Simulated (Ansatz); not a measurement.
ScHg:
```xyz
2
Lattice="3.4982 0.0000 0.0000 0.0000 3.4982 0.0000 0.0000 0.0000 3.4982" Properties=species:S:1:pos:R:3 pbc="T T T"
Sc     1.7491     1.7491     1.7491
Hg     0.0000     0.0000     0.0000
```

Relaxed with r²SCAN. Special points in fractions of this cell's reciprocal vectors: Γ (0.000, 0.000, 0.000); X (0.000, 0.500, 0.000); M (0.500, 0.500, 0.000); R (0.500, 0.500, 0.500).

Question: List the band energies nearest the Fermi level at these points for r²SCAN (plane waves, PAW; program Ansatz).

Answer: In eV from the Fermi level; about four levels below and three above (degenerate sets whole), none deeper than 8.9 eV; points with the same levels are listed once.

```tsv
k	below	above
Γ	-8.46 -8.46 -7.59 -7.59 -7.59	0.38 0.38 2.49 2.49 2.49
X	-7.83 -7.83 -7.51 -5.44 -4.07	0.04 0.78 0.78
M	-7.09 -4.34 -1.23 -1.23	0.65 2.06 2.06
R	-1.93 -1.93 -1.93 -1.00	3.05 3.05 5.62 5.62 5.62
```

Space group Pm-3m (CsCl type). The first step of the workflow began from a Materials Project structure, measured or hypothetical; the Crystallography Open Database files this formula in space group No. 221, but the cells were not matched. Its standing as an ambient phase is unchecked. The r²SCAN relaxation kept the symmetry of its start; its stability against distortions is not shown here. The run is not spin-polarised. Scalar-relativistic: spin–orbit coupling is off unless named, which matters more the heavier the elements.

Potentials: the later of the program's two PAW sets.
